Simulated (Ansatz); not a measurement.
Si4P4Os:
Space group P1 (No. 1); a = 4.9160 Å, b = 5.5755 Å, c = 6.1397 Å, α = 85.68°, β = 68.39°, γ = 70.96°

| atom | site | symmetry | x | y | z |
|---|---|---|---|---|---|
| Si | 1a | 1 | 0.9957 | 0.0006 | 0.9920 |
| Si | 1a | 1 | 0.3905 | 0.3714 | 0.7352 |
| Si | 1a | 1 | 0.5125 | 0.6200 | 0.1848 |
| Si | 1a | 1 | 0.8220 | 0.8028 | 0.5313 |
| P | 1a | 1 | 0.3116 | 0.0405 | 0.6212 |
| P | 1a | 1 | 0.4920 | 0.2516 | 0.0629 |
| P | 1a | 1 | 0.7774 | 0.4358 | 0.4245 |
| P | 1a | 1 | 0.9184 | 0.6664 | 0.8674 |
| Os | 1a | 1 | 0.1529 | 0.0274 | 0.3031 |

Relaxed with LDA.

**Question.** Which orbitals make up the states near the band edges in DFT-LDA in the program Ansatz with PAW potentials?

**Answer.** Top 1 eV of the valence band: Os 5d 41 %, P 3p 30 %, Si 3p 21 %. Bottom 1 eV of the conduction band: Si 3p 31 %, P 3p 20 %, Os 5d 12 %, P 3s 10 %, Si 3s 10 %, outside the projected shells 15 %. Projections are on Löwdin-orthogonalised atomic valence shells; empty p or d shells of many metals are not among them.

**Question.** Tabulate the density of states.

**Answer.** States/eV per cell of 9 atoms, in 0.25 eV bins, energy from the valence-band maximum.

```
E (eV)  total  P 3p  Si 3p  Os 5d
------  -----  ----  -----  -----
-7.85    3.57  1.30   0.47   0.16
-7.60    4.04  1.45   0.53   0.19
-7.35    2.69  0.97   0.39   0.13
-7.10    3.50  1.24   0.51   0.21
-6.85    1.83  0.64   0.28   0.14
-6.60    2.36  0.84   0.40   0.19
-6.35    2.21  0.79   0.40   0.22
-6.10    1.78  0.68   0.41   0.17
-5.85    1.89  0.76   0.48   0.19
-5.60    2.44  1.05   0.72   0.24
-5.35    3.99  1.83   1.21   0.44
-5.10    4.66  2.18   1.40   0.57
-4.85    4.12  1.92   1.19   0.58
-4.60    4.82  2.16   1.38   0.76
-4.35    5.48  2.40   1.55   0.99
-4.10    5.72  2.48   1.61   1.09
-3.85    5.93  2.54   1.61   1.29
-3.60    4.73  2.03   1.29   1.04
-3.35    5.25  2.25   1.49   1.00
-3.10    4.69  2.08   1.36   0.80
-2.85    5.61  2.46   1.59   1.02
-2.60    5.02  2.19   1.46   0.90
-2.35    5.16  2.08   1.39   1.17
-2.10    5.98  2.28   1.45   1.63
-1.85    5.74  2.01   1.36   1.74
-1.60    6.23  2.02   1.57   1.98
-1.35    5.86  1.86   1.48   1.96
-1.10    5.98  1.90   1.49   2.03
-0.85    5.12  1.55   1.21   1.90
-0.60    5.58  1.64   1.11   2.35
-0.35    3.22  0.91   0.58   1.48
-0.10    0.34  0.11   0.05   0.17
0.15     0.00  0.00   0.00   0.00
0.40     0.00  0.00   0.00   0.00
0.65     0.00  0.00   0.00   0.00
0.90     0.00  0.00   0.00   0.00
1.15     0.00  0.00   0.00   0.00
1.40     0.64  0.10   0.22   0.08
1.65     2.87  0.50   0.94   0.36
1.90     5.62  1.12   1.73   0.72
2.15     5.83  1.26   1.71   0.69
2.40     6.55  1.46   1.87   0.73
2.65     5.46  1.25   1.58   0.52
2.90     5.52  1.31   1.58   0.50
3.15     5.94  1.41   1.76   0.51
3.40     5.70  1.34   1.75   0.43
3.65     5.42  1.28   1.74   0.37
3.90     4.94  1.16   1.63   0.31
4.15     5.29  1.24   1.82   0.29
4.40     5.83  1.35   2.05   0.32
4.65     5.52  1.28   1.93   0.29
4.90     4.90  1.13   1.66   0.25
5.15     5.71  1.31   1.90   0.30
5.40     5.50  1.23   1.80   0.26
5.65     5.19  1.12   1.70   0.24
5.90     5.38  1.13   1.69   0.23
6.15     5.17  1.03   1.52   0.20
```

The first step of the workflow began from a Materials Project structure, measured or hypothetical; the Crystallography Open Database copy checked does not list it. With Si and P taken as one species the cell has the higher symmetry P-1, so it may be an ordered model of a mixed-site phase. Its standing as an ambient phase is unchecked. Symmetry was held in the LDA relaxation; phonons on a q-mesh show no instability. The run is not spin-polarised. Spin–orbit coupling is left out wherever it is not named.

Potentials: the later of the program's two PAW sets.
